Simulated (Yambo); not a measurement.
G0W0@PBE for CdSe (zinc blende, space group F-43m, No. 216) in Yambo. Reference settings: 4×4×4 Γ-centred k mesh, bands 14 to 259 and a 15 Ry block in the screening, 259 bands in G with the Bruneval-Gonze terminator, plasmon pole fitted at 27.2 eV. The PBE gap Γ → Γ on this mesh is 0.61 eV; G0W0 gaps are taken between the same points.

Gap (Γ → Γ) in eV against the number of bands and the screening block, terminator on:

| bands (W and G) | 3 Ry | 6 Ry | 9 Ry | 12 Ry | 15 Ry |
|---|---|---|---|---|---|
| 57 | 1.202 | 1.286 | 1.296 | 1.305 | 1.309 |
| 93 | 1.154 | 1.263 | 1.279 | 1.293 | 1.298 |
| 140 | 1.142 | 1.269 | 1.289 | 1.310 | 1.316 |
| 199 | 1.137 | 1.270 | 1.295 | 1.320 | 1.327 |
| 259 | 1.136 | 1.269 | 1.295 | 1.324 | 1.332 |

Rough cost of the Yambo step against the reference (shared machines):

```csv
bands (W and G),3 Ry,6 Ry,9 Ry,12 Ry,15 Ry
57,1/9,1/8,1/8,1/6,1/5
93,1/6,1/5,1/5,1/3,1/3
140,1/4,1/3,1/3,1/2,~1
199,1/3,1/2,1/2,~1,~1
259,1/2,~1,~1,~1,1
```

At the largest block the last step in bands moves the gap by 0.005 eV; at the most bands the last step in the block moves it by 0.008 eV.

Spin-orbit splittings are left out.

Geometry relaxed with PBEsol; primitive cell a = b = c = 4.3013 Å, α = β = γ = 60.00°.

The potentials are those of PseudoDojo's stringent table.
